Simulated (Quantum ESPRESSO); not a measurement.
Mg4SSe3, convergence and cost over cutoff and k mesh

A calculation, not a measurement. The program is pw.x of Quantum ESPRESSO 7.5 (plane-wave density functional theory). The cell is made up: 8 atoms on a zincblende/diamond lattice, with randomly drawn elements, strain and displacements, not relaxed. PseudoDojo standard norm-conserving files (v0.5 for PBE, v0.4.1 for LDA and PBEsol) set the functional; there is no spin polarisation, spin-orbit coupling or dispersion term, and the masses in the input are unused placeholders.

Input of the run in row 2:

```
&control calculation='scf', pseudo_dir='./dojo.nc.sr.pbe.v0_5.standard.upf', outdir='./o', disk_io='low', tprnfor=.true., tstress=.true. /
&system ibrav=0, nat=8, ntyp=3, nbnd=53, ecutwfc=85.99341389, nosym=.true., tot_charge=0,
 occupations='smearing', smearing='fd', degauss=0.0018374661
/
&electrons conv_thr=7.350e-09, electron_maxstep=60, /
ATOMIC_SPECIES
Mg 1.0 Mg.upf
S 1.0 S.upf
Se 1.0 Se.upf
CELL_PARAMETERS angstrom
6.0163 -0.0072 -0.0002
-0.0072 6.1008 0.0398
-0.0002 0.0398 6.1715
ATOMIC_POSITIONS angstrom
Mg 0.0513 -0.0084 0.0241
Mg -0.0249 3.0736 3.0739
Mg 3.0071 0.0086 3.0999
Mg 3.0209 3.0321 0.0284
S 1.5117 1.535 1.5523
Se 1.4919 4.6106 4.6346
Se 4.5111 1.5617 4.6676
Se 4.4816 4.5796 1.5802
K_POINTS automatic
4 4 4 1 1 1
```

The same cell was run at these settings. Meshes are shifted by half a step, and differences are from the last row, which is itself not exact.

| cutoff (eV) | k mesh | k points solved | threshold (eV) | free energy less the last row's (eV) | pressure (GPa) | largest stress difference (GPa) | largest force difference (eV/Å) | iterations | wall time (s) | k-point pools | processor |
| --- | --- | --- | --- | --- | --- | --- | --- | --- | --- | --- | --- |
| 819 | 2 x 2 x 2 | 4 | 1e-04 | 6.160 | -43.99 | 41.02 | 0.014 | 6 | 20 | 4 | Intel Xeon, 2023 or later |
| 1170 | 4 x 4 x 4 | 32 | 1e-07 | 0.003 | -3.34 | 0.00 | 0.011 | 9 | 163 | 4 | Intel Xeon, 2023 or later |
| 1467 | 6 x 6 x 6 | 108 | 1e-07 | 0.000 | -3.34 | 0.00 | 0.000 | 9 | 656 | 4 | Intel Xeon, 2023 or later |

Each pool is one process. Wall times include start-up and a band step at six k points, which weighs most on the coarsest meshes. The runs were on shared virtual cores whose load varied, so times are rough.